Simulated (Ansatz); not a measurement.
SnSb:
```yaml
crystal:
  lattice:
    - [3.73509, 0.00000, 0.00000]
    - [0.00000, 3.73509, 0.00000]
    - [0.00000, 0.00000, 3.73509]
  atoms:
    - { symbol: Sn, position: [0.50000, 0.50000, 0.50000] }
    - { symbol: Sb, position: [0.00000, 0.00000, 0.00000] }
```

Relaxed with PBEsol. Special points in fractions of this cell's reciprocal vectors: Γ (0.000, 0.000, 0.000); X (0.000, 0.500, 0.000); M (0.500, 0.500, 0.000); R (0.500, 0.500, 0.500).

List the band energies nearest the Fermi level at these points for the program Ansatz at the PBEsol level (PAW).

In eV from the Fermi level; about four levels below and three above (degenerate sets whole), none deeper than 8.9 eV; … stands for higher levels left out; points with the same levels are listed once.

```tsv
k	below	above
Γ	-3.77 -1.36 -1.36 -1.36	3.37 3.37 7.13 7.13 7.13
X	-8.83	0.97 0.97 1.16
M	-8.72 -6.59 -5.24 -5.24	1.85 3.69 4.77 4.77
R	-2.65 -2.65 -2.65 -1.78 -1.78 -1.78	…
```

Space group Pm-3m (CsCl type). The first step of the workflow began from a Materials Project structure, measured or hypothetical; the Crystallography Open Database copy checked does not list it. COD files the formula under space group No. 166, 225, so this cell is another polymorph or a model. Its standing as an ambient phase is unchecked. The cell was relaxed with PBEsol under the symmetry of its start; of distortions, only those at the zone centre were tested. Spin–orbit coupling is left out wherever it is not named.

Potentials: the later of the program's two PAW sets.
